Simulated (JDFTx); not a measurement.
SiC(110) slab cut from bulk SiC (space group F-43m, indices of the conventional cell, lattice of the Materials Project entry mp-8062, not re-optimised): 16 atoms in 8 planes, a 1x1 cell of 13.40 Å² (|a| = 3.079, |b| = 4.354 Å), 10.8 Å between the outermost planes, C/Si outermost, slab composition Si8C8, cell height 26.8 Å, 6×4×1 k mesh, Fermi smearing 0.003 Ha, no spin polarisation. Whether this polymorph is the ambient one wasn't checked.

Level of theory: PBE, GBRV ultrasoft potentials, plane waves to 20/100 Ha; code: a modified build of JDFTx. Vacuum. The outer atoms relax from bulk positions, keeping the cell's symmetry; the lattice is not PBE's own optimum in this code, and that strain can shift the moves by a few hundredths of an ångström. Input:

```
lattice \
  5.8179675666 0.0000000000 0.0000000000 \
  0.0000000000 8.2278486494 0.0000000000 \
  0.0000000000 0.0000000000 50.6446601400
coords-type Lattice
ion C 0.5000000000 0.5000000000 -0.2010368560 1
ion C 0.0000000000 0.0000000000 -0.1435977540 1
ion C 0.5000000000 0.5000000000 -0.0861586530 0
ion C 0.0000000000 0.0000000000 -0.0287195510 0
ion C 0.5000000000 0.5000000000 0.0287195510 0
ion C 0.0000000000 0.0000000000 0.0861586530 0
ion C 0.5000000000 0.5000000000 0.1435977540 1
ion C 0.0000000000 0.0000000000 0.2010368560 1
ion Si 0.0000000000 0.2500000000 -0.2010368560 1
ion Si 0.5000000000 0.7500000000 -0.1435977540 1
ion Si 0.0000000000 0.2500000000 -0.0861586530 0
ion Si 0.5000000000 0.7500000000 -0.0287195510 0
ion Si 0.0000000000 0.2500000000 0.0287195510 0
ion Si 0.5000000000 0.7500000000 0.0861586530 0
ion Si 0.0000000000 0.2500000000 0.1435977540 1
ion Si 0.5000000000 0.7500000000 0.2010368560 1
ion-species pseudo/c_pbe_v1.2.upf
ion-species pseudo/si_pbe_v1.upf
elec-cutoff 20 100
elec-ex-corr gga-PBE
coulomb-interaction Slab 001
coulomb-truncation-embed 0 0 0
kpoint-folding 6 4 1
elec-smearing Fermi 0.003
lcao-params 10
elec-n-bands 39
converge-empty-states yes
electronic-scf nIterations 100 energyDiffThreshold 1e-07
ionic-minimize nIterations 10 energyDiffThreshold 1e-5 knormThreshold 4e-4
dump-name vac.$VAR
dump End State Ecomponents EigStats BandEigs Forces ElecDensity IonicPositions Fillings Kpoints Dtot
```

### Question
How far do the free atoms of the upper face move along the normal, and how much energy is released?

### Answer
C (atom 8) 0.03 Å, Si (atom 16) -0.21 Å, Si (atom 15) 0.07 Å, C (atom 7) 0.03 Å (positive: outward). The free energy falls by 1.220 eV per cell, 729 mJ/m².
